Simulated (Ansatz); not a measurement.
Relaxed-ion elastic tensor of C in space group P6_122 (No. 178; C on 6b) in GPa (Voigt order), r²SCAN (plane waves, PAW; program Ansatz); density 3.24 g/cm³, 6.16 Å³ per atom.

```
     1    2    3    4    5    6
-  ---  ---  ---  ---  ---  ---
1  955  177  119  0.0  0.0  0.0
2  177  955  119  0.0  0.0  0.0
3  119  119  902  0.0  0.0  0.0
4  0.0  0.0  0.0  520  0.0  0.0
5  0.0  0.0  0.0  0.0  520  0.0
6  0.0  0.0  0.0  0.0  0.0  389
```

Q: Is the crystal mechanically stable?

A: Yes: the smallest eigenvalue of C is 389 GPa.

Q: Work out the Voigt, Reuss and Hill averages.

A: K_V = 405, K_R = 404, K_H = 404; G_V = 446, G_R = 437, G_H = 441 GPa.

Q: Give Young's modulus, Poisson's ratio, Pugh's ratio and the universal anisotropy index.

A: E = 9KG/(3K + G) = 971 GPa; ν = 0.10; K/G = 0.92 (brittle by the Pugh limit of 1.75); A_U = 5G_V/G_R + K_V/K_R − 6 = 0.10.

Q: Estimate the sound speeds and the Debye temperature.

A: v_l = √((K + 4G/3)/ρ) = 17500 m/s, v_t = √(G/ρ) = 11700 m/s, mean 12800 m/s; Θ = (h/k)(3n/4πV)^(1/3) v_m = 2070 K.

Q: Solve the Christoffel equation for the three sound speeds along x, y, z.

A: Eigenvalues of C_ijkl n_j n_l equal ρv² (piezoelectric stiffening left out). In km/s, slowest first: x 10.96, 12.67, 17.17; y 10.96, 12.67, 17.17; z 12.67, 12.67, 16.69.

Q: How much does each axis shrink under pressure?

A: Linear compressibilities β_i = Σ_j S_ij (j = 1 to 3): x 0.79, y 0.79, z 0.90 per TPa.

The start of the workflow was typed in or built on a structure type; neither database checked (COD, Materials Project) lists it. It is not the phase usual at ambient conditions (space group No. 194, 227). Symmetry was held in the r²SCAN relaxation; its stability against distortions is not shown here.

Potentials: the later of the program's two PAW sets.
